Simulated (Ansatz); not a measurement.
Au (fcc (Cu type), Fm-3m) at seven volumes, DFT-r²SCAN+D4 in the program Ansatz with PAW potentials, scaled uniformly. One row is withheld.

```csv
V (Å³/atom),P (GPa)
15.777,19.88
16.297,11.88
16.818,5.35
17.338,0.00
17.858,?
18.378,-7.97
18.898,-10.76
```

Problem. Fit the shown pressures and predict the withheld one.

Solution. P = (3/2)B₀(x^(7/2) − x^(5/2))[1 + (3/4)(B′ − 4)(x − 1)] with x = (V₀/V)^(2/3). Least squares on the six rows gives V₀ = 17.337 Å³/atom, B₀ = 161 GPa, B′ = 5.78. At V = 17.858, x = 0.9805 and P = -4.38 GPa. The run itself gave -4.40 GPa.

Symmetry was held in the r²SCAN+D4 relaxation. The pairwise dispersion correction was not fitted to metals. Spin–orbit coupling is left out wherever it is not named.

Potentials: the later of the program's two PAW sets.
